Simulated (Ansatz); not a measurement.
**Notes on Be₄Si**

```yaml
crystal:
  lattice:
    - [3.65227, 0.00000, 0.00000]
    - [0.00000, 3.65227, 0.00000]
    - [0.00000, 0.00000, 7.64278]
  atoms:
    - { symbol: Be, position: [0.00000, 0.00000, 0.00000] }
    - { symbol: Be, position: [0.50000, 0.50000, 0.00000] }
    - { symbol: Be, position: [0.00000, 0.50000, 0.48100] }
    - { symbol: Be, position: [0.50000, 0.00000, 0.51900] }
    - { symbol: Si, position: [0.00000, 0.50000, 0.16900] }
    - { symbol: Si, position: [0.50000, 0.00000, 0.83100] }
    - { symbol: Be, position: [0.00000, 0.00000, 0.30400] }
    - { symbol: Be, position: [0.50000, 0.50000, 0.30400] }
    - { symbol: Be, position: [0.50000, 0.50000, 0.69600] }
    - { symbol: Be, position: [0.00000, 0.00000, 0.69600] }
```

Method: r2SCAN, no spin polarisation; PAW, plane waves to 500 eV, 7×7×4 Γ-centred mesh, cold occupations (width 0.0204 eV) (Ansatz 0.2.0), atoms fixed.

- Charges: Bader charges in e: Be +0.63 to +1.53, Si -4.74. In the mean Be gives up most and Si takes most.
- Forces: The largest is on Be10 (and as large on other atoms): 1.88 eV/Å, components (0.00, 0.00, -1.88). It makes 119° with the line to a nearest neighbour, Si6 at 2.10 Å.
- Stress: The pressure is 6.7 GPa (compression positive), so with the atoms held at these fractions the cell would first expand; the forces are large, so a full relaxation may end otherwise. The principal stresses 4.6, 7.7, 7.7 GPa differ, so its shape would change too.
- Formation energy: 0.44 eV an atom against the elements' usual phases (free molecules for gases, crystals otherwise, with no correction for O₂ or N₂), so at this geometry it isn't bound against them. Relaxing would lower it.
- At the Fermi level: It is a metal, with about 2.4 states/eV a cell as the mean within 0.25 eV of the Fermi level.

Origin: a known structure type with other elements, at an estimated volume, so it need not be a known compound. Caveats: atoms or cell far from equilibrium.
